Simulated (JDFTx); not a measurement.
System: ScAl3(110) (Pm-3m bulk; lattice of mp-2121, not re-optimised at this level), 1x1 cell of 14 atoms in 7 planes (Al outermost, slab composition Sc3Al11), area 23.63 Å² a face, 8.6 Å between the outermost planes in a cell 24.7 Å high; k mesh 6×4×1, Fermi width 0.01 Ha, no spin polarisation. Whether this polymorph is the ambient one wasn't checked. Neither spin polarisation nor a larger cell was tried.

Profiles through the double layer of this slab, charged, in linear PCM (GLSSA13), water, 1 M KCl; PBE, GBRV ultrasoft potentials, plane waves to 20/100 Ha, JDFTx (a modified build). z is the height above the outermost atoms, φ the plane-averaged electrostatic potential energy of an electron (zero in the bulk liquid), ρ_b the bound charge of solvent and ions, s the cavity shape function (0 in the solid, 1 in the liquid).

| z (Å) | n (e/Å³) | s | φ (eV) | ρ_b (10⁻³ e/Å³) |
|---|---|---|---|---|
| 0.96 | 0.0622 | 0.00 | -2.149 | -0.35 |
| 1.42 | 0.0242 | 0.00 | -1.023 | -4.70 |
| 1.88 | 0.0075 | 0.09 | -0.167 | -10.96 |
| 2.34 | 0.0023 | 0.58 | -0.052 | -0.55 |
| 2.79 | 0.0007 | 0.97 | -0.042 | 0.70 |
| 3.25 | 0.0002 | 1.00 | -0.036 | 0.24 |
| 3.71 | 0.0001 | 1.00 | -0.031 | 0.06 |
| 4.16 | 0.0000 | 1.00 | -0.026 | 0.01 |
| 4.62 | 0.0000 | 1.00 | -0.023 | -0.01 |
| 5.08 | 0.0000 | 1.00 | -0.020 | -0.01 |
| 5.54 | 0.0000 | 1.00 | -0.017 | -0.01 |
| 5.99 | 0.0000 | 1.00 | -0.015 | -0.01 |
| 6.45 | 0.0000 | 1.00 | -0.012 | -0.01 |
| 6.91 | 0.0000 | 1.00 | -0.011 | -0.01 |
| 7.37 | 0.0000 | 1.00 | -0.009 | -0.01 |
| 7.82 | 0.0000 | 1.00 | -0.008 | 0.00 |

Task: Is the electrode positively or negatively charged, and roughly by how much?

Result: Positively: σ = 11.4 μC/cm² per face. The liquid's bound charge is of the opposite sign overall, and far from the surface φ decays with the screening length (3.0 Å).
